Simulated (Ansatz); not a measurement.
# FeSb4, a known structure type with other elements, at an estimated volume

```
Fe Sb
1.0
     6.13397    0.00000    0.00000
     3.06698   -6.43010    0.00000
     2.36852    0.00000   -6.28803
Fe Sb
2 8
Direct
  0.06241 0.87518 0.75000
  0.93759 0.12482 0.25000
  0.36236 0.82282 0.32203
  0.81482 0.82282 0.17797
  0.63764 0.17718 0.67797
  0.18518 0.17718 0.82203
  0.49503 0.55770 0.81004
  0.94727 0.55770 0.68996
  0.50497 0.44230 0.18996
  0.05273 0.44230 0.31004
```

Level: r2SCAN, no spin polarisation; 500 eV; 5×5×5 Γ-centred mesh; fermi-dirac occupations (width 0.1 eV); Ansatz 0.2.0, fixed geometry.

Problem. What does the stress say?

Solution. The pressure is 8.2 GPa (compression positive), so with the atoms held at these fractions the cell would first expand; the forces are large, so a full relaxation may end otherwise. The principal stresses 3.9, 9.9, 10.7 GPa differ, so its shape would change too.

Problem. Metal or insulator?

Solution. It is a metal, with about 3.4 states/eV a cell as the mean within 0.25 eV of the Fermi level, mostly Fe d (68 %) and Sb p (22 %).

Problem. Where is the largest force?

Solution. The largest is on Sb8 (and as large on other atoms): 4.30 eV/Å, components (2.75, -3.00, -1.39). It makes 131° with the line to a nearest neighbour, Sb10 at 2.57 Å.

Problem. Is it stable against the elements?

Solution. 0.59 eV an atom against the elements' usual phases (free molecules for gases, crystals otherwise, with no correction for O₂ or N₂), so at this geometry it isn't bound against them. Relaxing would lower it.

Origin: a known structure type with other elements, at an estimated volume, so it need not be a known compound. Caveats: no spin polarisation, so a magnetic state may lie lower; atoms or cell far from equilibrium.
